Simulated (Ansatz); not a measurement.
The calculation used DFT PBE, scalar-relativistic, plane waves, PAW (Ansatz). Settings: cutoff 420 eV, Γ-centred meshes spaced at most about 0.3 Å⁻¹, and about 0.25 Å⁻¹ or finer for metals (2π included), Gaussian smearing. No spin polarisation in the final relaxations.

All energies are static (0 K, no zero-point motion).

Two relaxed structures of Be₂CdO₃:

A.

```yaml
crystal:
  lattice:
    - [2.61844, 1.51175, 3.81968]
    - [-2.61844, 1.51175, 3.81968]
    - [0.00000, -3.02351, 3.81968]
  atoms:
    - { symbol: Be, position: [0.80260, 0.80260, 0.80260] }
    - { symbol: Be, position: [0.19740, 0.19740, 0.19740] }
    - { symbol: Cd, position: [0.00000, 0.00000, 0.00000] }
    - { symbol: O, position: [0.00000, 0.50000, 0.00000] }
    - { symbol: O, position: [0.50000, 0.00000, 0.00000] }
    - { symbol: O, position: [0.00000, 0.00000, 0.50000] }
```

B.

```yaml
crystal:
  lattice:
    - [3.29603, 0.00000, 0.00000]
    - [0.00000, 3.29603, 0.00000]
    - [0.00000, 0.00000, 7.59468]
  atoms:
    - { symbol: Be, position: [0.00000, 0.50000, 0.00000] }
    - { symbol: Be, position: [0.50000, 0.00000, 0.00000] }
    - { symbol: Cd, position: [0.00000, 0.00000, 0.50000] }
    - { symbol: O, position: [0.50000, 0.50000, 0.00000] }
    - { symbol: O, position: [0.00000, 0.00000, 0.00000] }
    - { symbol: O, position: [0.50000, 0.50000, 0.50000] }
```

Problem. Which is lower in energy, and by how much?

Solution. B is lower, by 78 meV/atom. A has space group R-3m (No. 166), 15.1 Å³/atom and no gap on its mesh; B has space group P4/mmm (No. 123), 13.8 Å³/atom and no gap. Counting O atoms around Be and Cd (those within 1.25 times the shortest such distance or 1.15 times the sum of covalent radii), A has Be 3, Cd 6 and B has Be 4, Cd 4. Both come from invented guesses. A third cell relaxed alike, in Cmmm, lies 89 meV/atom below the lower of the two.

No dispersion correction is applied, so the spacing and binding between layers, chains or molecules are poorly described (P4/mmm), and this can change margins and order among such cells. The zero gap of R-3m, P4/mmm may come from the functional, which often closes small gaps, or the cell may be a true semimetal. A magnetic state wasn't ruled out in cells without spin, among them R-3m, P4/mmm. Cells relaxed within their symmetry can be saddle points.
